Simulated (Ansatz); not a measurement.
# Pr2B: rattling a relaxed structure

It was reached by relaxing an invented guess, and it needn't be the stable form of this composition.

The calculation used DFT PBE, scalar-relativistic, plane waves, PAW, and for the lanthanide a 4f-in-core norm-conserving potential (Ansatz). Plane waves to 660 eV, a k mesh through Γ of 12×12×6 on the computed 3-atom cell and Gaussian smearing (0.10 eV); no spin polarisation.

The cell below (3 atoms, space group P-3m1 (No. 164)) is relaxed within its symmetry.

```
Pr B
1.0
     3.86075    0.00000    0.00000
    -1.93037    3.34351    0.00000
     0.00000    0.00000    6.72337
Pr B
2 1
Direct
  0.33333 0.66667 0.22253
  0.66667 0.33333 0.77747
  0.00000 0.00000 0.00000
```

For the test a repeat of it with 6 atoms (edges 3.86, 3.86, 13.45 Å) was strained at random (σ = 1.5 % a component), the atoms were moved at random (σ = 0.10 Å), and all was relaxed again on a coarse 6×6×2 mesh (in the run’s order of axes) with 0.20 eV smearing, with no symmetry imposed.

Question: Is the structure stable against such a distortion?

Answer: It doesn't return. The energy falls by 26 meV/atom on that mesh, the volume changes by -3.2 %, and the end has space group C2/m (No. 12) at a loose tolerance. Relaxed again on a 10×10×6 mesh with 0.10 eV smearing, the new structure lies 20 meV/atom below the first (mesh in the axes of the run's cell; the cell below is made exact in the group named). Space group C2/m (No. 12), monoclinic, a = 5.939 Å, b = 4.198 Å, c = 6.885 Å, β = 102.0°. Pr has 3 B at 2.64–2.74 Å, 5 Pr at 3.51–3.64 Å, 2 Pr at 3.97 Å, 1 B at 4.10 Å and 4 Pr at 4.20 Å; B has 6 Pr at 2.64–2.74 Å.

```xyz
3
Lattice="2.9697 -2.0991 0.0000 2.9697 2.0991 0.0000 -1.4335 0.0000 6.7346" Properties=species:S:1:pos:R:3 pbc="T T T"
Pr    1.4270    0.0000    1.8187
Pr    3.0789    0.0000    4.9159
B    -0.7167    0.0000    3.3673
```

The lanthanide is trivalent by construction, without f bands, f moments or other valences.
